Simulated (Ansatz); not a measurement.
Cu₃Sn in space group P6_3/mmc (No. 194; Cu on 6h, Sn on 2c) under volume change, the program Ansatz at the r²SCAN level (PAW), shape and atoms relaxed at each volume.

```
V (Å³/atom)  E − E(relaxed) (meV/atom)  P (GPa)
-----------  -------------------------  -------
12.782                             ___      ___
13.203                            22.1     8.97
13.624                             5.1     4.05
14.046                             0.0    -0.01
14.467                             ___      ___
14.889                            17.0    -6.06
15.310                            35.9    -8.24
```

Q: What belongs in the gaps?

A: 
- 12.782, E − E(relaxed) (meV/atom): 53.2
- 12.782, P (GPa): 14.88
- 14.467, E − E(relaxed) (meV/atom): 4.6
- 14.467, P (GPa): -3.34

Q: What does a third-order Birch–Murnaghan fit give for V₀, B₀ and B′?

A: V₀ = 14.05 Å³/atom, B₀ = 122 GPa, B′ = 5.5.

The workflow started from a Materials Project entry (that database holds measured and hypothetical structures alike); the Crystallography Open Database copy checked does not list it. COD files the formula under space group No. 59, 63, so this cell is another polymorph or a model. Its standing as an ambient phase is unchecked. Symmetry was held in the r²SCAN relaxation; its stability against distortions is not shown here. The run is not spin-polarised. Scalar-relativistic: spin–orbit coupling is off unless named, which matters more the heavier the elements.

Potentials: the later of the program's two PAW sets.
